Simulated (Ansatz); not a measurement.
Several occupations of a fcc lattice at one composition, 10 Al, 2 Ti. Sites, in fractions of the cell -4.053 -4.053 0.000; 0.000 4.053 4.053; -4.053 4.053 -4.053 Å:

| cell | sites |
| --- | --- |
| all | Al (0.00 0.50 0.00), Al (0.17 0.83 0.33), Al (0.33 0.17 0.67), Al (0.33 0.67 0.67), Al (0.67 0.33 0.33), Al (0.83 0.17 0.67), Al (0.83 0.67 0.67) |
| 1 | Al (0.17 0.33 0.33), Al (0.50 0.00 0.00), Al (0.67 0.83 0.33), Ti (0.00 0.00 0.00), Ti (0.50 0.50 0.00) |
| 2 | Al (0.00 0.00 0.00), Al (0.50 0.50 0.00), Al (0.67 0.83 0.33), Ti (0.17 0.33 0.33), Ti (0.50 0.00 0.00) |
| 3 | Al (0.00 0.00 0.00), Al (0.50 0.00 0.00), Al (0.50 0.50 0.00), Ti (0.17 0.33 0.33), Ti (0.67 0.83 0.33) |

Each was relaxed without symmetry on coarser meshes and computed once more. Theory: DFT PBE, scalar-relativistic, plane waves, PAW (Ansatz).

Plane waves to 420 eV, a k mesh through Γ of 7×7×5 on the computed 12-atom cell and Gaussian smearing (0.10 eV); no spin polarisation.

Warren–Cowley parameters of the first shell of the sublattice with most elements (negative: unlike neighbours preferred):
```json
{"cell": "1", "Al-Ti": "0.00"}
{"cell": "2", "Al-Ti": "-0.20"}
{"cell": "3", "Al-Ti": "0.00"}
```

Cells 1 and 3 are most likely one occupation up to symmetry.

Forces of up to 0.09 eV/Å remain on the final mesh.

Which occupation is lowest in energy, and by how much?

Cell 2.
```
cell E − E(lowest) (meV/atom) V (Å³/atom)
   2                       0.0        16.07
   1                      60.3        16.44
   3                      60.3        16.44
```

The final mesh leaves forces up to 0.09 eV/Å and stresses up to 0.7 GPa: the relaxation ran on a coarser mesh, so the cell's shape, its bonds and its energy belong partly to that mesh.

Cost: 6 runs of about 9.3 core-minutes in all (earlier runs that led there not counted), on Intel Xeon Platinum 8259CL (Skylake/Cascade Lake) (shared hosts).